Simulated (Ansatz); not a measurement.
## Electric field gradients in Ti2AlC

The calculation used Ansatz, DFT PBEsol, scalar-relativistic, plane waves, PAW. Cutoff 420 eV, 12×12×4 k-points (Γ-centred), Fermi-Dirac smearing of 0.15 eV. No spin polarisation.

Equilibrium structure at this level:
```yaml
crystal:
  lattice:
    - [3.03613, 0.00000, 0.00000]
    - [-1.51806, 2.62936, 0.00000]
    - [0.00000, 0.00000, 13.64881]
  atoms:
    - { symbol: Ti, position: [0.33333, 0.66667, 0.08354] }
    - { symbol: Ti, position: [0.66667, 0.33333, 0.58354] }
    - { symbol: Ti, position: [0.66667, 0.33333, 0.91646] }
    - { symbol: Ti, position: [0.33333, 0.66667, 0.41646] }
    - { symbol: Al, position: [0.33333, 0.66667, 0.75000] }
    - { symbol: Al, position: [0.66667, 0.33333, 0.25000] }
    - { symbol: C, position: [0.00000, 0.00000, 0.00000] }
    - { symbol: C, position: [0.00000, 0.00000, 0.50000] }
```

In a metal these results depend on the k mesh and the smearing.

**Question.** Give V_zz (10²¹ V/m²) and the asymmetry η at each distinct site.

**Answer.**
```json
{"atom": "Ti (atom 1)", "V_zz": "2.49", "η": "0.00"}
{"atom": "Al (atom 5)", "V_zz": "-4.56", "η": "0.00"}
{"atom": "C (atom 7)", "V_zz": "0.274", "η": "0.00"}
```

Whether Ti2AlC exists in this form wasn't checked.

Cost: 1 run of about 0.27 core-minutes, on Arm Neoverse V2 (shared hosts).